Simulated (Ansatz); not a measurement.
A geometry of Hf away from equilibrium: step 3 of the relaxation of a relaxed Hf cell, doubled along one cell vector, shaken by Gaussian noise of σ = 0.08 Å a coordinate. Level of theory: r2SCAN (plane waves to 500 eV, PAW, scalar-relativistic; Ansatz, an electronic-structure program). Γ-centred k-mesh 6×11×11 on the run's cell (coarser than for final values), Fermi–Dirac smearing 0.05 eV. The plane waves were selected for a different cell earlier on the path.

```xyz
2
Lattice="5.6652 -0.0006 0.0002 -0.0003 2.9007 0.0000 0.0001 0.0000 2.8896" Properties=species:S:1:pos:R:3 pbc="T T T"
Hf     1.3645     1.9151     1.2282
Hf     4.1987     1.0006     1.5445
```

Problem. Give the Cartesian forces on all atoms (eV/Å).

Solution. 
```csv
atom,Fx,Fy,Fz
Hf1,0.01,1.10,-0.35
Hf2,-0.01,-1.10,0.35
```

The path ends in Fm-3m (No. 225) (fcc (Cu type)). No spin polarisation in the result.

The run could not lose the symmetry of its start, so the end can be a saddle point.

The end of the path is a generated cell of Hf: the first start was made by placing the elements on the sites of a structure type, and the end was not matched to a known phase here, so it may be hypothetical. Known forms of Hf include space group No. 194.
